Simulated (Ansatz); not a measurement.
## K (Im-3m), comparing deformations

Level of theory: DFT PBEsol, scalar-relativistic, plane waves, PAW in Ansatz. Settings: plane waves to 420 eV, k-mesh 14×14×14 (Γ-centred), Gaussian smearing 0.15 eV. No spin polarisation. Energies are free energies at this smearing, counted from the undisturbed cell; pressure is positive in compression.

The undisturbed cell (as given, not relaxed at this level; it stands at 0.0 GPa):

```
CELL_PARAMETERS angstrom
-2.61800 2.61800 2.61800
2.61800 -2.61800 2.61800
2.61800 2.61800 -2.61800
ATOMIC_POSITIONS crystal
K 0.00000 0.00000 0.00000
```

The cell is strained by ε times a Voigt pattern (xx, yy, zz, yz, xz, xy; engineering shear) with fractional coordinates fixed. τ = (1/V0) dE/dε comes from the stress tensor. Of each scan, only the three points used here are listed.

```csv
pattern,ε,τ (GPa)
"(1, 1, 0, 0, 0, 0)",-0.0250,-0.318
"(1, 1, 0, 0, 0, 0)",0.0000,0.085
"(1, 1, 0, 0, 0, 0)",0.0250,0.428
"(0, 0, 1, 0, 0, 0)",-0.0250,-0.0698
"(0, 0, 1, 0, 0, 0)",0.0000,0.0424
"(0, 0, 1, 0, 0, 0)",0.0250,0.1371
"(0, 0, 0, 0, 0, 1)",-0.0050,-0.0138
"(0, 0, 0, 0, 0, 1)",0.0000,0.0000
"(0, 0, 0, 0, 0, 1)",0.0050,0.0138
"(0, 1, 0, 0, 0, 0)",-0.0050,0.0214
"(0, 1, 0, 0, 0, 0)",0.0000,0.0424
"(0, 1, 0, 0, 0, 0)",0.0050,0.0628
```

Question: Which constants do the scans give, and which deformation costs least for the same size of strain tensor?

Answer: The slope dτ/dε at zero (parabola through three points) is pᵀCp: (1, 1, 0, 0, 0, 0) gives 2(C11 + C12) = 14.9 GPa; (0, 0, 1, 0, 0, 0) gives C11 = 4.1 GPa; (0, 0, 0, 0, 0, 1) gives C44 = 2.8 GPa; (0, 1, 0, 0, 0, 0) gives C11 = 4.1 GPa. The size of the strain tensor, ε:ε, is ε² times 2.0, 1.0, 0.5, 1.0. Per unit of it the stiffnesses are 7.5, 4.1, 5.5, 4.1 GPa, so (0, 1, 0, 0, 0, 0) is the softest of these, level with (0, 0, 1, 0, 0, 0) (alike by symmetry): at ε:ε = (1 %)² the quadratic term costs 0.09 meV/atom against 0.17 for the stiffest. The starting stress shifts them by about its own size.

Question: What else follows for this cubic crystal?

Answer: From the unrounded slopes C11 = 4.1 and C12 = 3.3 GPa, so B = (C11 + 2 C12)/3 = 4 GPa and the Poisson ratio for a pull along a cube edge is C12/(C11 + C12) = 0.45.

In a metal these slopes depend on the k mesh and the smearing.